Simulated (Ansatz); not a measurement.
Problem. Each is relaxed and computed with DFT-PBEsol in the program Ansatz with PAW potentials. Which is the only one with a gap?
(A) Zr2PbC, P6_3/mmc (Zr on 4f, Pb on 2d, C on 2a)
(B) TePb, zinc blende
(C) TaC, zinc blende
(D) IrC, zinc blende

Solution. B, TePb, zinc blende. TePb: gap 0.45 eV (indirect); IrC: metal; TaC: metal; Zr2PbC: metal. Typed or built starts, not in the databases checked: TePb, zinc blende; IrC, zinc blende; TaC, zinc blende. Not the usual ambient phase: TePb, zinc blende; TaC, zinc blende. Standing as an ambient phase not checked: Zr2PbC, P6_3/mmc (Zr on 4f, Pb on 2d, C on 2a). Unstable at this level: TePb, zinc blende. All cells were relaxed under the symmetry of their starts (and spin orders); stability against distortions was not tested throughout. Named crystals with no word on spin ran without spin polarisation. Scalar-relativistic: spin–orbit coupling is off unless named, which matters more the heavier the elements.

Potentials: the earlier of the program's two PAW sets. The files were generated under PBE; for other functionals the program regenerates the frozen cores, and for LDA and PBEsol the local potential too.
